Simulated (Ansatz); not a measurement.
AlN (zinc blende)

```xyz
4
Lattice="0.0000 4.3695 4.3695 2.1848 2.1848 4.3695 2.1848 2.1848 0.0000" Properties=species:S:1:pos:R:3 pbc="T T T"
N      3.2772     7.6467     7.6467
N      3.2772     5.4619     5.4619
Al     0.0000     0.0000     0.0000
Al     2.1848     4.3695     2.1848
```

A phonon eigenvector at X = (0.5, 0.5, 0.0) is frozen into this cell: atom i moves by Q times the vector below, so Q is the largest atomic displacement, in Å. The cell is held. (q is in reciprocal vectors of the primitive cell; the cell shown is doubled to hold the pattern.)

```tsv
atom	x	y	z
N1	0.000	0.000	1.000
N2	0.000	0.000	-1.000
```

Atoms not listed stay in place.

All values below come from r2SCAN (plane waves to 500 eV, PAW, scalar-relativistic; Ansatz, a quantum-chemistry and plane-wave program). k mesh 13×13×13 (Γ-centred), Fermi-Dirac smearing 0.05 eV. E stands for the smeared free energy. AlN was relaxed with its symmetry unable to fall. The PAW data are Ansatz's earlier set. The zero of ΔE is the undisplaced structure.

| Q (Å) | ΔE (meV/cell) |
|---|---|
| -0.180 | 875 |
| -0.150 | 609 |
| -0.120 | withheld |
| -0.090 | 220 |
| -0.060 | 98 |
| -0.030 | 25 |
| 0.000 | 0 |
| 0.030 | 25 |
| 0.060 | 98 |
| 0.090 | 220 |
| 0.120 | withheld |
| 0.150 | 609 |
| 0.180 | 875 |

Task: Fit an even polynomial form (powers 2, 4) to the given rows and predict ΔE at Q = 0.120.

Result: Least squares on the 11 given rows: ΔE = (27220)·Q² + (-6585)·Q⁴, in meV/cell with Q in Å; root-mean-square residual 0.2 meV/cell. At 0.120 the fit gives 391 meV/cell; the calculation gives 391 meV/cell, the same to the digits shown. The quadratic term alone would give 392 meV/cell.

(A displaced cell: forces are minus the slopes of the energy, force constants its curvatures, and phonons follow from these.)
